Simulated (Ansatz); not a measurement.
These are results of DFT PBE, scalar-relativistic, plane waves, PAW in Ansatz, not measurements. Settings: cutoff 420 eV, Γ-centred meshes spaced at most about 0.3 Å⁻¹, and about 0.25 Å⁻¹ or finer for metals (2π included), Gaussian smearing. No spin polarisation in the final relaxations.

Each of these unrelaxed guesses is relaxed in cell and atoms within its symmetry. A guess keeps its type if space group and coordination stay and the shape of the cell changes little (axis ratios within about 15 %, angles within 6°); the volume may change.

1. Al2BP3

Space group P6/mmm (No. 191). a = 5.869 Å, b = 5.869 Å, c = 3.239 Å, α = 90.00°, β = 90.00°, γ = 120.00°
```json
{"atom": "Al", "site": "2c", "symmetry": "-6m2", "x": "0.3333", "y": "0.6667", "z": "0.0000"}
{"atom": "B", "site": "1a", "symmetry": "6/mmm", "x": "0.0000", "y": "0.0000", "z": "0.0000"}
{"atom": "P", "site": "3g", "symmetry": "mmm", "x": "0.5000", "y": "0.0000", "z": "0.5000"}
```

2. Mg2Ge2N

Space group I4/mmm (No. 139). a = 4.087 Å, b = 4.087 Å, c = 10.116 Å, α = 90.00°, β = 90.00°, γ = 90.00°
| atom | site | symmetry | x | y | z |
| --- | --- | --- | --- | --- | --- |
| Mg | 4e | 4mm | 0.0000 | 0.0000 | 0.3840 |
| Ge | 4d | -4m2 | 0.0000 | 0.5000 | 0.2500 |
| N | 2a | 4/mmm | 0.0000 | 0.0000 | 0.0000 |

3. HfPdSe2

Space group P-3m1 (No. 164). a = 3.649 Å, b = 3.649 Å, c = 6.626 Å, α = 90.00°, β = 90.00°, γ = 120.00°
```
atom  site  symmetry       x       y       z
  Hf    1b      -3m. 0.0000  0.0000  0.5000
  Pd    1a      -3m. 0.0000  0.0000  0.0000
  Se    2d       3m. 0.3333  0.6667  0.2350
```

Problem. Which keep their type?

Solution. Guesses 1 and 3 keep their type.

```tsv
guess	kept	start group	end group	V start (Å³/atom)	V end	b/a and c/a, end over start	nearest neighbours start	nearest neighbours end
1	yes	P6/mmm	P6/mmm	16.1	17.6	1.00, 1.13	Al 6, B 20, P 4	Al 6, B 20, P 4
2	no	I4/mmm	I4/mmm	16.9	17.7	1.00, 1.83	Ge 4, Mg 5, N 16	Ge 4, Mg 5, N 8
3	yes	P-3m1	P-3m1	19.1	20.0	1.00, 0.93	Hf 6, Pd 6, Se 6	Hf 6, Pd 6, Se 6
```

Neighbours count within 15 % of an atom's shortest distance; end groups are read at 0.02 Å (0.05 Å in metals).

These runs have no spin–orbit coupling, which can matter for Hf. Cells relaxed within their symmetry can be saddle points.
